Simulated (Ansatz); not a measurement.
GaP (zinc blende) was relaxed and computed twice in Ansatz (plane waves, PAW), once with PBE and once with r²SCAN.

|  | run 1 | run 2 |
|---|---|---|
| cell | a = 5.507 Å, b = 5.507 Å, c = 5.507 Å, α = 90.00°, β = 90.00°, γ = 90.00° | a = b = c = 5.452 Å, α = β = γ = 90.00° |
| gap (eV) | 1.58 | 1.85 |
| ΔH_f (eV/atom) | -0.43 | -0.53 |

Problem. Which run used which functional?

Solution. Run 1 is PBE, run 2 is r²SCAN.

All cells were relaxed under the symmetry of their starts (and spin orders); stability against distortions was not tested throughout. Scalar-relativistic: spin–orbit coupling is off unless named, which matters more the heavier the elements.

Potentials: the earlier of the program's two PAW sets.

Ansatz (a first-principles code) is a plane-wave DFT program.

Formation energies count from the lowest solids of the elements computed at the same level, not from gases.
